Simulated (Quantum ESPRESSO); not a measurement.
In3Ag2SnZr2, a curve over strain

A calculation, not a measurement. The program is pw.x of Quantum ESPRESSO 7.5 (plane-wave density functional theory). The cell is made up: eight metal atoms on a face-centred cubic lattice, with elements, volume, strain and displacements drawn at random and not relaxed, so it may be unstable or far from any real phase. PseudoDojo standard norm-conserving files set the functional (PBE unless stated); there is no spin polarisation or spin-orbit coupling, the Fermi-Dirac width of 0.25 eV means electrons at about 2900 K, and the masses in the input are unused placeholders. The tin pseudopotential is less sure than most, with forces differing by about three percent from a second method on plain tin. A spin test at this wide smearing found no moment, but such smearing suppresses magnetism that the real alloy may have.

Seven runs add a strain to one cell (shear xy, as the tensor component); the atoms follow the cell and are not relaxed. Stress in the table is positive in tension.

Input of the run at +0.0008:

```
&control calculation='scf', pseudo_dir='./dojo.nc.sr.pbe.v0_5.standard.upf', outdir='./o', disk_io='minimal', tprnfor=.true., tstress=.true. /
&system ibrav=0, nat=8, ntyp=4, nbnd=68, ecutwfc=82.02448710, nosym=.true., tot_charge=0,
 occupations='smearing', smearing='fd', degauss=0.0183746611
/
&electrons conv_thr=1.470e-08, electron_maxstep=70, mixing_beta=0.5 /
ATOMIC_SPECIES
Ag 1.0 Ag.upf
In 1.0 In.upf
Sn 1.0 Sn.upf
Zr 1.0 Zr.upf
CELL_PARAMETERS angstrom
0.0208 -0.0066 -4.4675
4.5987 -0.0171 -0.0208
0.0343 -9.182 -0.0132
ATOMIC_POSITIONS angstrom
In -0.0108 0.0399 0.0191
In -0.0055 -4.5672 -0.0672
Ag 2.3109 -2.2936 -0.0486
Ag 2.353 -6.8818 -0.0475
Sn -0.02 -2.3114 -2.1822
Zr 0.0293 -6.8869 -2.2526
In 2.3007 0.0151 -2.1818
Zr 2.3322 -4.6294 -2.1763
K_POINTS automatic
5 5 3 1 1 1
```

```
added strain  free energy less that of the input shown (eV)  stress xx (GPa)  stress yy (GPa)  stress zz (GPa)  stress xy (GPa)  pressure (GPa)  iterations
     -0.0220                                         0.0199             5.03             2.10             3.40            -0.67           -3.51          14
     -0.0088                                         0.0056             5.17             2.23             3.40            -0.37           -3.60          14
     -0.0066                                         0.0039             5.18             2.25             3.40            -0.32           -3.61          14
     +0.0008                                         0.0000             5.21             2.27             3.39            -0.16           -3.63          14
     +0.0159                                        -0.0010             5.19             2.24             3.38             0.17           -3.60          14
     +0.0238                                         0.0023             5.13             2.18             3.38             0.35           -3.56          14
```

Question: one run is left out of the table, at -0.0121. Estimate its stress xy (GPa).

Answer: -0.44. The whole row:

| added strain | free energy less that of the input shown (eV) | stress xx (GPa) | stress yy (GPa) | stress zz (GPa) | stress xy (GPa) | pressure (GPa) | iterations |
| --- | --- | --- | --- | --- | --- | --- | --- |
| -0.0121 | 0.0084 | 5.14 | 2.21 | 3.40 | -0.44 | -3.58 | 14 |

A cubic fit gives a slope of stress xy against the added strain of 21 GPa at zero added strain, with the atoms clamped. Across the table the energy follows the integral of volume times stress to 0.1 meV. A rerun of one of the cells at a higher cutoff and on a denser mesh moved values by no more than 0.014 eV in energy, 0.13 GPa in stress and 0.011 eV/Å in force, and a second program with other atomic files agreed on that cell to 2 % rms in force and 0.5 GPa in pressure.